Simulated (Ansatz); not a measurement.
Question: Ru (hcp (Mg type), P6_3/mmc) is relaxed with LDA (plane waves, PAW; program Ansatz). What lattice parameters of the conventional cell result?

Answer: a = 2.675 Å, c = 4.226 Å.

Symmetry was held in the LDA relaxation. No spin polarisation was allowed. Axis ratios of metals converge slowly with the k-mesh, so a and c are less sure than the volume.

Potentials: the later of the program's two PAW sets.
